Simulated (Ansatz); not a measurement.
## Stability checks on a candidate for FeCo5

It was reached by relaxing an invented guess, and it needn't be the stable form of this composition.

Theory: DFT PBE, scalar-relativistic, plane waves, PAW in Ansatz. Cutoff 420 eV, Γ-centred 14×14×4 mesh (6-atom cell), Gaussian smearing of 0.10 eV, collinear spin.

```
Fe Co
1.0
     2.49414    0.00000    0.00000
     0.00000    2.49414    0.00000
     0.00000    0.00000   10.67625
Fe Co
1 5
Direct
  0.50000 0.50000 0.00000
  0.00000 0.00000 0.82710
  0.50000 0.50000 0.66574
  0.00000 0.00000 0.50000
  0.50000 0.50000 0.33426
  0.00000 0.00000 0.17290
```

Formation energies are uncorrected and refer to the elements' standard structures at the same level.

Q: These tests were run: energy against the elements; random kick, then relaxation without symmetry; phonons at Γ. What do they show?

A:

| test | result |
| --- | --- |
| energy against the elements | +0.02 eV/atom |
| random kick, then relaxation without symmetry | returns |
| phonons at Γ | lowest optical mode 99 cm⁻¹ |

It fails none of these tests outright. Other phases of the system weren't compared here, so this isn't yet thermodynamic stability. Phonons away from Γ weren't computed. Undecided within the accuracy: energy against the elements.

The k mesh leaves some 4 meV/atom of noise in the energy of each metallic cell. Another magnetic order may lie lower. The kick test ran on a coarse mesh. The run for the phonons used a 14×14×4 k mesh and Gaussian smearing of 0.20 eV. The cell carries site moments Fe 2.6; Co 1.7 (×4), 1.8 μB.
